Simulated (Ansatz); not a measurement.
Values for one crystal, relaxed and computed with the program Ansatz at the r²SCAN level (PAW); other levels are named.

| Property | Value |
|---|---|
| Volume per atom | 10.50 Å³ |
| Band gap | 3.03 eV (indirect) |
| Smallest direct gap on the standard path | 3.06 eV |
| Formation energy from the elements (no fitted shifts) | -2.06 eV/atom |
| Conduction-band minimum | at Γ |
| Valence-band maximum | on the M2–D line, 19 % of the way from M2 (k = 0.448, 0.458, -0.500) |

Problem. Pick the material that matches.
A) Ga2O3, C2/m (Pearson symbol mS20)
B) HfSiO4, I4_1/amd (Hf on 4a, Si on 4b, O on 16h)
C) SiO2, P3_121 (Si on 3a, O on 6c)
D) CdGa2Te4, I-4 (Cd on 2a, Ga on 2d, Ga on 2b, Te on 8g)

Solution. A, Ga2O3, C2/m (Pearson symbol mS20)

Symmetry was held in the r²SCAN relaxation. The references are the lowest solids computed at this level, not always the standard phases (solids in place of the gases). Spin–orbit coupling is left out wherever it is not named.

Potentials: the earlier of the program's two PAW sets.
